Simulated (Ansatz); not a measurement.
According to DFT-PBEsol in the program Ansatz with PAW potentials, Hf$_{2}$O$_{3}$ in the tetragonal phase (P-4m2; Hf on 2g, O on 1a, O on 1b, O on 1d) relaxes to a = 3.531 Å, c = 4.996 Å. O on 1a has 4 nearest neighbours from 2.16 Å (tetrahedral); O on 1b has 4 nearest neighbours from 2.16 Å (tetrahedral); O on 1d has 4 nearest neighbours from 2.16 Å (tetrahedral). Against the elements it lies at -2.91 eV/atom, with no fitted shifts.

Electronic character: metallic (no gap).

An equation-of-state fit gives a bulk modulus of 215 GPa.

The start of the workflow was typed in or built on a structure type; neither database checked (COD, Materials Project) lists it. Whether it is the stable phase at ambient conditions was not checked. Symmetry was held in the PBEsol relaxation; whether a distortion lowers the energy is not shown. No spin polarisation was allowed. The references are the lowest solids computed at this level, not always the standard phases (solids in place of the gases). Scalar-relativistic: spin–orbit coupling is off unless named, which matters more the heavier the elements.

Potentials: the later of the program's two PAW sets.
